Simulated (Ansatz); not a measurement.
Hf$_{2}$Ga in space group I4/mcm (No. 140; Ga on 4a, Hf on 8h), the program Ansatz at the r²SCAN level (PAW), all energies at zero smearing, with the estimated change up to a 700 eV cutoff added, with one set of potentials and settings (totals compare only within such a set). Cell of 6 atoms (2 Ga, 4 Hf): -70515.589 eV.

| element | reference phase | E (eV/atom) |
|---|---|---|
| Ga | Cmce, 4 atoms in the cell | -3790.2689 |
| Hf | P6_3/mmc, 2 atoms in the cell | -15733.0631 |

Formation energy per atom, worked out: (-70515.589 − 2×(-3790.2689) − 4×(-15733.0631))/6 = -0.466 eV/atom (-45 kJ per mol of atoms), at 0 K, without zero-point energy or fitted corrections.

The workflow started from an entry of the Crystallography Open Database (COD). Its standing as an ambient phase is unchecked. Symmetry was held in the r²SCAN relaxation; whether a distortion lowers the energy is not shown. No spin polarisation was allowed. The references are the lowest solids computed at this level, not always the standard phases. Scalar-relativistic: spin–orbit coupling is off unless named, which matters more the heavier the elements.

Potentials: the later of the program's two PAW sets.
